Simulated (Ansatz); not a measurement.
SnGeO3:
```
CELL_PARAMETERS angstrom
      3.63213     0.00000     0.00000
      0.00000     3.63213     0.00000
      0.00000     0.00000     4.66692
ATOMIC_POSITIONS crystal
  Ge 0.50000 0.50000 0.49382
  Sn 0.00000 0.00000 0.02629
  O  0.50000 0.50000 0.86767
  O  0.50000 0.00000 0.35911
  O  0.00000 0.50000 0.35911
```

Relaxed with PBEsol. Special points in fractions of this cell's reciprocal vectors: Γ (0.000, 0.000, 0.000); X (0.000, 0.500, 0.000); M (0.500, 0.500, 0.000); Z (0.000, 0.000, 0.500); R (0.000, 0.500, 0.500); A (0.500, 0.500, 0.500).

Question: List the band energies nearest the Fermi level at these points for plane-wave PAW PBEsol (Ansatz code).

Answer: In eV from the Fermi level; about four levels below and three above (degenerate sets whole), none deeper than 8.9 eV; points with the same levels are listed once.

```
k                          below                above
-  -----------------------------  -------------------
Γ  -3.13 -3.13 -2.95 -2.95 -0.92       4.53 6.21 6.21
X        -4.18 -4.17 -3.29 -2.84       0.22 1.85 3.74
M  -4.52 -4.52 -3.10 -1.99 -1.70       3.78 4.73 4.73
Z        -3.52 -2.81 -2.81 -1.63  0.48 2.04 6.22 6.22
R         -4.10 -3.13 -3.09 0.00       3.33 4.15 4.24
A        -3.09 -2.68 -2.68 -1.70       3.76 4.44 4.44
```

Space group P4mm. The cell is a constructed one: a structure type filled with these elements; neither database checked (COD, Materials Project) lists it. Whether it is the stable phase at ambient conditions was not checked. The cell was relaxed with PBEsol under the symmetry of its start; whether a distortion lowers the energy is not shown. Scalar-relativistic: spin–orbit coupling is off unless named, which matters more the heavier the elements.

Potentials: the later of the program's two PAW sets.
